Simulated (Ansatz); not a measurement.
Input:

W (bcc (W type), Im-3m), a = b = c = 3.1689 Å, α = β = γ = 90.00°; the cell used has 1 atom.

This is the r²SCAN-relaxed structure.

Task: All from DFT-r²SCAN in the program Ansatz with PAW potentials, unless another level is named. Give the density of states at the Fermi level.

Result: 0.36 states/eV per atom (mean over ±0.08 eV).

Task: And the gap with spin–orbit coupling?

Result: none (metallic).

Symmetry was held in the r²SCAN relaxation. No spin polarisation was allowed. Scalar-relativistic: spin–orbit coupling is off unless named, which matters more the heavier the elements.

Potentials: the earlier of the program's two PAW sets.
